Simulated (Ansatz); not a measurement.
# Hf: energy along a strain

Hf, Im-3m, a = 3.610 Å (as given, not relaxed at this level: -9.0 GPa). This isn't the element's structure at ambient conditions. Ansatz: PBEsol, PAW, 420 eV, Γ-centred 18×18×18 mesh on 1 atom, Gaussian smearing 0.15 eV; no spin polarisation. Cell vectors (Å): -1.805 1.805 1.805; 1.805 -1.805 1.805; 1.805 1.805 -1.805. The cell is strained by x per cent times the pattern (1 0 0 0 0 0) in the order xx yy zz yz xz xy (engineering shears), with fractional coordinates held. y is the free energy over the start, V0 = 23.523 Å³/atom. Points with a strain past 8.5 % were computed too (3) and aren't used here.

| x (%) | y (meV/atom) |
| --- | --- |
| -7.50 | ? |
| -5.00 | -57.09 |
| -2.50 | -30.84 |
| 0.00 | 0.00 |
| 2.50 | 35.00 |
| 5.00 | 73.20 |
| 7.50 | 113.92 |

Problem. Fit y = c1 x + c2 x² + c3 x³ to the other rows, get the stiffness along the pattern, and predict the missing energy.

Solution. Least squares on the rows shown. y = 13.228 x + 0.32244 x² − 0.0080975 x³. The clamped-ion stiffness p·C·p = 2 × 3.224 eV × 160.2 / 23.523 Å³ = 44 GPa, which is C11 in these axes (second derivative at the start, which stands under stress). At x = -7.50 the fit asked for gives -77.66 meV/atom. The run gave -77.73 meV/atom, so the fit is 0.07 meV/atom too high, within twice the rms miss on the fitted rows (0.05 meV/atom).

Spin–orbit coupling is left out, which can shift energies with elements as heavy as these.